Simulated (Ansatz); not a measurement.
Relaxed candidate structures of ZnSnN2:

**A**
```
CELL_PARAMETERS angstrom
     -2.36665     2.36665     4.78232
      2.36665    -2.36665     4.78232
      2.36665     2.36665    -4.78232
ATOMIC_POSITIONS crystal
  Zn 0.00000 0.00000 0.00000
  Zn 0.75000 0.25000 0.50000
  Sn 0.50000 0.50000 0.00000
  Sn 0.25000 0.75000 0.50000
  N  0.37500 0.36918 0.49418
  N  0.87500 0.88082 0.50582
  N  0.11918 0.62500 0.99418
  N  0.63082 0.12500 0.00582
```
Spin order: non-magnetic.

**B**
```cif
data_N2SnZn
_chemical_formula_sum 'N2 Zn1 Sn1'
_space_group_name_H-M_alt 'P 1'
_space_group_IT_number 1
_cell_length_a 3.00101
_cell_length_b 5.23681
_cell_length_c 5.23681
_cell_angle_alpha 42.773
_cell_angle_beta 90.000
_cell_angle_gamma 90.000
loop_
_space_group_symop_operation_xyz
  'x, y, z'
loop_
_atom_site_label
_atom_site_type_symbol
_atom_site_fract_x
_atom_site_fract_y
_atom_site_fract_z
_atom_site_occupancy
N1 N 0.50000 0.51127 0.84014 1
N2 N 0.50000 0.84014 0.51127 1
Zn1 Zn 0.00000 0.07445 0.07445 1
Sn1 Sn 0.50000 0.37694 0.37694 1
```
Spin order: non-magnetic.

**C**
```cif
data_N2SnZn
_chemical_formula_sum 'Zn1 Sn1 N2'
_space_group_name_H-M_alt 'P 1'
_space_group_IT_number 1
_cell_length_a 4.11780
_cell_length_b 4.11780
_cell_length_c 3.03999
_cell_angle_alpha 90.000
_cell_angle_beta 90.000
_cell_angle_gamma 90.000
loop_
_space_group_symop_operation_xyz
  'x, y, z'
loop_
_atom_site_label
_atom_site_type_symbol
_atom_site_fract_x
_atom_site_fract_y
_atom_site_fract_z
_atom_site_occupancy
Zn1 Zn 0.50000 0.50000 0.50000 1
Sn1 Sn 0.00000 0.00000 0.00000 1
N1 N 0.00000 0.50000 0.00000 1
N2 N 0.50000 0.00000 0.00000 1
```
Spin order: non-magnetic.

**D**
```xyz
8
Lattice="3.1441 0.0000 0.0000 -1.5721 2.7229 0.0000 0.0000 0.0000 10.6098" Properties=species:S:1:pos:R:3 pbc="T T T"
Zn     0.0000     1.8153     7.9573
Zn     1.5721     0.9076     2.6524
N      0.0000     1.8153     1.2444
N      1.5721     0.9076     6.5493
N      1.5721     0.9076     9.3654
N      0.0000     1.8153     4.0605
Sn     0.0000     0.0000     0.0000
Sn     0.0000     0.0000     5.3049
```
Spin order: non-magnetic.

**E**
```cif
data_N2SnZn
_chemical_formula_sum 'Sn1 Zn1 N2'
_space_group_name_H-M_alt 'P 1'
_space_group_IT_number 1
_cell_length_a 5.45157
_cell_length_b 5.45157
_cell_length_c 5.45157
_cell_angle_alpha 33.748
_cell_angle_beta 33.748
_cell_angle_gamma 33.747
loop_
_space_group_symop_operation_xyz
  'x, y, z'
loop_
_atom_site_label
_atom_site_type_symbol
_atom_site_fract_x
_atom_site_fract_y
_atom_site_fract_z
_atom_site_occupancy
Sn1 Sn 0.00000 0.00000 0.00000 1
Zn1 Zn 0.50000 0.50000 0.50000 1
N1 N 0.25274 0.25274 0.25274 1
N2 N 0.74726 0.74726 0.74726 1
```
Spin order: non-magnetic.

**F**
```
CELL_PARAMETERS angstrom
      3.23053     0.00000     0.00000
     -1.61527     2.79772     0.00000
      0.00000     0.00000    10.73939
ATOMIC_POSITIONS crystal
  Zn 0.00000 0.00000 0.27453
  Zn 0.00000 0.00000 0.77453
  N  0.33333 0.66667 0.87259
  N  0.66667 0.33333 0.37259
  N  0.00000 0.00000 0.09557
  N  0.00000 0.00000 0.59557
  Sn 0.66667 0.33333 0.00251
  Sn 0.33333 0.66667 0.50251
```
Spin order: non-magnetic.

Q: Order them by energy per atom (lowest first) at the level PBEsol (plane waves to 420 eV, PAW, scalar-relativistic; Ansatz, an electronic-structure program).

A: A (reference), F (+0.11 eV/atom), E (+0.23 eV/atom), D (+0.33 eV/atom), B (+0.42 eV/atom), C (+1.07 eV/atom)

The lowest structure calculated, Pna2₁, oP16, non-magnetic, is not among these; it lies 0.01 eV/atom below the lowest of them. Probably no minimum, since a slightly shaken restart fell lower: P4/mmm, tP4, AFLOW prototype ABC2_tP4_123_d_a_f (as in CaCuO2), non-magnetic (by 0.83 eV/atom, to P-6m2); P6₃/mmc, hP8, non-magnetic (by 0.22 eV/atom, to P6₃mc). 1 run with a doubtful electronic state, a coarser numerical grid, an end not at rest or a source that can't be used is left out. Each run could gain symmetry but not lose that of its start, so entries can be saddle points. All of these are generated cells (placed on structure types, drawn at random, substituted or restacked) that were not matched to a known phase here. Each structure is listed in the lowest spin state found for it. Energies are at zero temperature and pressure, without zero-point motion. The runs use different k-meshes, so differences are rounded accordingly. No spin polarisation in the result.
